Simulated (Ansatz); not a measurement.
VN in space group P-43m (No. 215; V on 4e, N on 4e) at seven volumes, the program Ansatz at the PBE level (PAW), shape and atoms relaxed at each. One row is withheld.

```csv
V (Å³/atom),P (GPa)
7.933,?
8.195,21.64
8.456,9.95
8.718,0.00
8.979,-8.27
9.241,-15.15
9.502,-20.73
```

Problem. Fit the shown pressures and predict the withheld one.

Solution. Third-order Birch–Murnaghan: P = (3/2)B₀(x^(7/2) − x^(5/2))[1 + (3/4)(B′ − 4)(x − 1)] with x = (V₀/V)^(2/3). Least squares on the six rows gives V₀ = 8.718 Å³/atom, B₀ = 299.9 GPa, B′ = 5.06. At V = 7.933, x = 1.0649 and P = 35.95 GPa. The run itself gave 35.46 GPa.

The start of the workflow was typed in or built on a structure type; neither database checked (COD, Materials Project) lists it. It is not the phase usual at ambient conditions (space group No. 225). The cell was relaxed with PBE under the symmetry of its start; its stability against distortions is not shown here. The workflow began spin-polarised and lost its moments.

Potentials: the later of the program's two PAW sets.
